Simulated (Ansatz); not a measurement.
Data:

InSe:
```
InSe
1.0
    4.02826     0.00000     0.00000
   -2.01413     3.48858     0.00000
    0.00000     0.00000    16.98939
In Se
4 4
Direct
  0.00000   0.00000   0.58208
  0.00000   0.00000   0.41792
  0.33333   0.66667   0.91792
  0.33333   0.66667   0.08208
  0.66667   0.33333   0.84365
  0.66667   0.33333   0.15635
  0.33333   0.66667   0.65634
  0.33333   0.66667   0.34366
```

This is the r²SCAN+D4-relaxed structure.

Task: All from plane-wave PAW r²SCAN+D4 (Ansatz code), unless another level is named. Give the HSE06 gap on the r²SCAN+D4 cell.

Result: 1.17 eV.

Task: Give the electron effective mass with spin–orbit coupling.

Result: 0.092, 0.14, 0.14 mₑ (principal values).

Task: Give the hole effective mass with spin–orbit coupling.

Result: 0.085, 1.2, 1.2 mₑ (principal values).

Task: Predict the valence-band maximum.

Result: at Γ.

Task: Next, the weight of the valence-edge state by species (Voronoi cells)?

Result: Se 71 %, In 29 %.

Space group P-6m2. The workflow started from a Materials Project entry (that database holds measured and hypothetical structures alike); the Crystallography Open Database copy checked does not list it. It is not the phase usual at ambient conditions (space group No. 194). The r²SCAN+D4 relaxation kept the symmetry of its start; its stability against distortions is not shown here. Spin–orbit coupling is left out wherever it is not named.

Potentials: the later of the program's two PAW sets.
